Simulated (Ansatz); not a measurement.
TlPd$_{3}$: frozen-core PAW against all-electron methods

```
Tl Pd
1.0
    -2.11366    2.11366    3.82202
     2.11366   -2.11366    3.82202
     2.11366    2.11366   -3.82202
Tl Pd
1 3
Direct
  0.00000 0.00000 0.00000
  0.75000 0.25000 0.50000
  0.25000 0.75000 0.50000
  0.50000 0.50000 0.00000
```

Atoms are numbered in the order listed.

The geometry is COD entry 1522856, unchecked; take it as a test cell. The listed cell was then made from it by scaling, straining or moving an atom.

Spin polarisation is left out, and whether a magnetic state lies lower isn't shown here.

No spin–orbit coupling, which matters for the heavy atoms here.

All numbers are computed: DFT, PBEsol, PAW with Ansatz's default frozen-core files, scalar-relativistic (Ansatz 0.2.0); DFT, PBEsol, all-electron PAW with datasets made for the crystal, scalar-relativistic (Ansatz 0.2.0); DFT, PBEsol, all-electron LAPW, scalar-relativistic (Ansatz 0.2.0).

For PAW: a Γ-centred 12×12×12 k mesh, Fermi–Dirac smearing of 0.08 eV, cutoff 420 eV, no spin polarisation; the PAW files were made with PBE, and the program remakes their frozen cores for this functional. The crystal-made all-electron datasets (AE datasets) take a cutoff of 280 eV at this cell. LAPW targets a basis error of 1 meV/atom. The Ansatz runs share mesh, smearing and spin set-up. Plane-wave (PAW) pressures include the program's estimate of the Pulay term.

Stress and pressure are positive in compression.

The change that made this cell: volume scaled by 1.06.

Spin–orbit coupling is left out, which moves gradients at and beside heavy atoms by some per cent and at worst by a factor of two.

In a metal, gradients converge slowly with the k mesh: the values move by tens of per cent from one mesh to another, at times in sign, so only the comparison on one mesh counts.

```json
{"quantity": "pressure (GPa)", "PAW": "-8.21", "AE datasets": "-8.23", "LAPW": "-8.23"}
{"quantity": "stress xx (GPa)", "PAW": "-8.26", "AE datasets": "-8.28", "LAPW": "-8.29"}
{"quantity": "stress zz (GPa)", "PAW": "-8.11", "AE datasets": "-8.13", "LAPW": "-8.13"}
{"quantity": "largest principal field gradient Vzz at Tl1 (10²¹ V/m²)", "PAW": "-3.01", "AE datasets": "-2.91", "LAPW": "–"}
{"quantity": "largest principal field gradient Vzz at Pd2 (10²¹ V/m²)", "PAW": "2.69", "AE datasets": "2.67", "LAPW": "–"}
{"quantity": "largest principal field gradient Vzz at Pd4 (10²¹ V/m²)", "PAW": "-3.29", "AE datasets": "-3.32", "LAPW": "–"}
```

PAW's pressure differs from the LAPW value by +0.02 GPa. Datasets made for the crystal and LAPW share parts of one code, so their agreement isn't an independent check.
